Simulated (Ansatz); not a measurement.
Rh (fcc, Cu type)

```xyz
1
Lattice="0.0000 1.9000 1.9000 1.9000 0.0000 1.9000 1.9000 1.9000 0.0000" Properties=species:S:1:pos:R:3 pbc="T T T"
Rh     0.0000     0.0000     0.0000
```

The numbers are results of r2SCAN (plane waves to 500 eV, PAW, scalar-relativistic; Ansatz, an electronic-structure program), not measurements. Harmonic phonons by density-functional perturbation theory on a 22×22×22 k mesh, in cm⁻¹ and rounded to 5; i marks imaginary ones, q is in fractions of the reciprocal vectors of the cell shown, and the three acoustic modes at Γ are left out. Rh is run without spin polarisation. Rh was relaxed with its symmetry unable to fall.

Problem. Is the structure dynamically stable at L = (0.5, 0.0, 0.0), X = (0.5, 0.5, 0.0)?

Solution. No imaginary mode at these points (lowest 135 cm⁻¹ at L = (0.5, 0.0, 0.0)); other wave vectors were not tested.

Problem. Predict the phonon wavenumbers at L = (0.5, 0.0, 0.0), X = (0.5, 0.5, 0.0).

Solution. 
```tsv
q	wavenumbers (cm⁻¹)
L = (0.5, 0.0, 0.0)	135 (×2), 240
X = (0.5, 0.5, 0.0)	185 (×2), 230
```
